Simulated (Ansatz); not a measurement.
HfGa5Co:
```
HfGa5Co
1.0
    4.09148     0.00000     0.00000
    0.00000     4.09148     0.00000
    0.00000     0.00000     6.54631
Hf Ga Co
1 5 1
Direct
  0.00000   0.00000   0.00000
  0.00000   0.50000   0.30400
  0.00000   0.50000   0.69600
  0.50000   0.00000   0.30400
  0.50000   0.00000   0.69600
  0.50000   0.50000   0.00000
  0.00000   0.00000   0.50000
```

Relaxed with r²SCAN.

Which orbitals make up the states near the Fermi level in r²SCAN (plane waves, PAW; program Ansatz)?

Within 0.5 eV of the Fermi level: Ga 4p 38 %, Co 3d 26 %, Hf 5d 21 %, Ga 4s 11 %. Projections are on Löwdin-orthogonalised atomic valence shells; empty p or d shells of many metals are not among them.

Tabulate the density of states.

States/eV per cell of 7 atoms, in 0.25 eV bins, energy from the Fermi level.

| E (eV) | total | Ga 4p | Co 3d | Hf 5d |
|---|---|---|---|---|
| -7.85 | 1.86 | 0.68 | 0.04 | 0.18 |
| -7.60 | 1.97 | 0.69 | 0.04 | 0.21 |
| -7.35 | 1.45 | 0.54 | 0.04 | 0.15 |
| -7.10 | 1.14 | 0.44 | 0.04 | 0.11 |
| -6.85 | 1.53 | 0.61 | 0.06 | 0.15 |
| -6.60 | 2.21 | 0.86 | 0.10 | 0.24 |
| -6.35 | 2.00 | 0.77 | 0.11 | 0.22 |
| -6.10 | 1.85 | 0.62 | 0.14 | 0.24 |
| -5.85 | 2.01 | 0.70 | 0.15 | 0.25 |
| -5.60 | 1.69 | 0.61 | 0.15 | 0.21 |
| -5.35 | 1.59 | 0.62 | 0.14 | 0.21 |
| -5.10 | 1.62 | 0.76 | 0.14 | 0.20 |
| -4.85 | 1.77 | 0.86 | 0.17 | 0.22 |
| -4.60 | 1.81 | 0.90 | 0.21 | 0.23 |
| -4.35 | 2.03 | 1.07 | 0.26 | 0.25 |
| -4.10 | 2.33 | 1.26 | 0.36 | 0.27 |
| -3.85 | 2.69 | 1.45 | 0.50 | 0.29 |
| -3.60 | 3.30 | 1.79 | 0.73 | 0.36 |
| -3.35 | 5.00 | 2.68 | 1.36 | 0.61 |
| -3.10 | 6.33 | 2.93 | 2.08 | 0.97 |
| -2.85 | 6.19 | 2.56 | 2.24 | 1.09 |
| -2.60 | 4.87 | 1.71 | 2.02 | 0.88 |
| -2.35 | 3.38 | 0.96 | 1.66 | 0.55 |
| -2.10 | 3.67 | 0.92 | 2.05 | 0.49 |
| -1.85 | 6.59 | 1.15 | 4.51 | 0.67 |
| -1.60 | 7.60 | 1.13 | 5.55 | 0.64 |
| -1.35 | 3.50 | 0.79 | 2.10 | 0.42 |
| -1.10 | 3.36 | 0.87 | 1.87 | 0.42 |
| -0.85 | 2.91 | 0.89 | 1.41 | 0.42 |
| -0.60 | 2.20 | 0.77 | 0.85 | 0.40 |
| -0.35 | 1.94 | 0.73 | 0.65 | 0.38 |
| -0.10 | 2.28 | 0.82 | 0.62 | 0.51 |
| 0.15 | 2.47 | 0.92 | 0.58 | 0.54 |
| 0.40 | 2.83 | 1.09 | 0.60 | 0.58 |
| 0.65 | 3.09 | 1.21 | 0.56 | 0.61 |
| 0.90 | 2.72 | 1.00 | 0.53 | 0.57 |
| 1.15 | 3.45 | 1.19 | 0.54 | 1.10 |
| 1.40 | 3.94 | 1.22 | 0.55 | 1.29 |
| 1.65 | 4.01 | 1.11 | 0.44 | 1.49 |
| 1.90 | 1.84 | 0.45 | 0.12 | 0.85 |
| 2.15 | 5.08 | 1.38 | 0.41 | 2.22 |
| 2.40 | 4.12 | 1.17 | 0.28 | 1.73 |
| 2.65 | 3.26 | 1.03 | 0.24 | 0.94 |
| 2.90 | 4.03 | 1.21 | 0.24 | 1.18 |
| 3.15 | 4.50 | 1.36 | 0.25 | 1.25 |
| 3.40 | 3.80 | 1.24 | 0.18 | 1.04 |
| 3.65 | 3.59 | 1.33 | 0.16 | 0.90 |
| 3.90 | 3.17 | 1.19 | 0.12 | 0.75 |
| 4.15 | 3.64 | 1.70 | 0.12 | 0.68 |
| 4.40 | 3.27 | 1.48 | 0.10 | 0.69 |
| 4.65 | 3.71 | 1.93 | 0.11 | 0.60 |

Space group P4/mmm. The workflow started from a Materials Project entry (that database holds measured and hypothetical structures alike); the Crystallography Open Database copy checked does not list it. Its standing as an ambient phase is unchecked. The cell was relaxed with r²SCAN under the symmetry of its start; its stability against distortions is not shown here. No spin polarisation was allowed. Scalar-relativistic: spin–orbit coupling is off unless named, which matters more the heavier the elements.

Potentials: the later of the program's two PAW sets.
